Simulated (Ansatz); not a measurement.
An element in the fcc structure gives these cold pressures by all-electron LAPW under PBE (Ansatz 0.2.0, scalar-relativistic, no spin polarisation).

```json
{"V (Å³/atom)": "55.04", "P (GPa)": "-0.01"}
{"V (Å³/atom)": "50.64", "P (GPa)": "1.10"}
{"V (Å³/atom)": "46.23", "P (GPa)": "2.69"}
{"V (Å³/atom)": "41.83", "P (GPa)": "4.98"}
{"V (Å³/atom)": "37.43", "P (GPa)": "8.22"}
{"V (Å³/atom)": "33.02", "P (GPa)": "12.98"}
{"V (Å³/atom)": "28.62", "P (GPa)": "19.82"}
{"V (Å³/atom)": "24.77", "P (GPa)": "28.7"}
```

Q: Which element is it?

A: Sr. Its zero-pressure volume in this structure is near 55.0 Å³/atom; the volume and the steepness of P(V) together point to it, though neighbours can come close. Other candidates weren't computed, and some may come near.
